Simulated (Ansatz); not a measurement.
Fe$_{3}$Si in space group P4/mmm (No. 123; Fe on 2h, Fe on 1a, Si on 1b), PBEsol (plane waves, PAW; program Ansatz), all energies at zero smearing, with the estimated change up to a 700 eV cutoff added, with one set of potentials and settings (totals compare only within such a set). Cell of 8 atoms (6 Fe, 2 Si): -27938.536 eV.

```json
[
 {"element": "Fe", "reference phase": "Im-3m, 1 atoms in the cell, spin-polarised", "E (eV/atom)": "-4448.8520"},
 {"element": "Si", "reference phase": "Fd-3m, 2 atoms in the cell", "E (eV/atom)": "-621.4920"}
]
```

Formation energy per atom, worked out: (-27938.536 − 6×(-4448.8520) − 2×(-621.4920))/8 = -0.305 eV/atom (-29 kJ per mol of atoms), at 0 K, without zero-point energy or fitted corrections.

The workflow started from a Materials Project entry (that database holds measured and hypothetical structures alike); the Crystallography Open Database copy checked does not list it. COD files the formula under space group No. 225, so this cell is another polymorph or a model. Its standing as an ambient phase is unchecked. Symmetry was held in the PBEsol relaxation, as lowered by the spin order; its stability against distortions is not shown here. Magnetic state: antiferromagnetic, chosen from 5 collinear starts compared on coarse meshes (ties went to the first, and starts can fall back to one state), not a proven ground state. The references are the lowest solids computed at this level, not always the standard phases.

Potentials: the later of the program's two PAW sets.
